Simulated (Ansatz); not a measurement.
RuS2:
```yaml
crystal:
  lattice:
    - [5.54976, 0.00000, 0.00000]
    - [0.00000, 5.54976, 0.00000]
    - [0.00000, 0.00000, 5.54976]
  atoms:
    - { symbol: Ru, position: [0.00000, 0.00000, 0.00000] }
    - { symbol: Ru, position: [0.50000, 0.00000, 0.50000] }
    - { symbol: Ru, position: [0.50000, 0.50000, 0.00000] }
    - { symbol: Ru, position: [0.00000, 0.50000, 0.50000] }
    - { symbol: S, position: [0.38614, 0.38614, 0.38614] }
    - { symbol: S, position: [0.11386, 0.61386, 0.88614] }
    - { symbol: S, position: [0.88614, 0.11386, 0.61386] }
    - { symbol: S, position: [0.61386, 0.88614, 0.11386] }
    - { symbol: S, position: [0.61386, 0.61386, 0.61386] }
    - { symbol: S, position: [0.88614, 0.38614, 0.11386] }
    - { symbol: S, position: [0.11386, 0.88614, 0.38614] }
    - { symbol: S, position: [0.38614, 0.11386, 0.88614] }
```

Relaxed with LDA.

### Question
Give the optical modes at the zone centre with their infrared activity from DFPT, LDA (plane waves, PAW; program Ansatz).

### Answer
Transverse frequencies, without the LO–TO term; a row sums one degenerate level.

```csv
ω (cm⁻¹),degeneracy,IR ((D/Å)²/amu),activity,symmetry
182,1,0.00,IR-inactive,Au
188,3,0.19,IR,Tu
204,2,0.00,IR-inactive,Eu
250,3,2.56,IR,Tu
319,1,0.00,IR-inactive,Au
337,3,26.73,IR,Tu
372,3,4.12,IR,Tu
373,3,0.00,IR-inactive,Tg
373,1,0.00,IR-inactive,Ag
373,2,0.00,IR-inactive,Eg
377,2,0.00,IR-inactive,Eu
392,3,116.09,IR,Tu
403,3,0.00,IR-inactive,Tg
447,3,0.00,IR-inactive,Tg
```

### Question
How high does the top mode go among those that the LO–TO term moves?

### Answer
432 cm⁻¹ for q along x.

Space group Pa-3. The cell was relaxed with LDA under the symmetry of its start. No spin polarisation was allowed.

Potentials: the later of the program's two PAW sets.
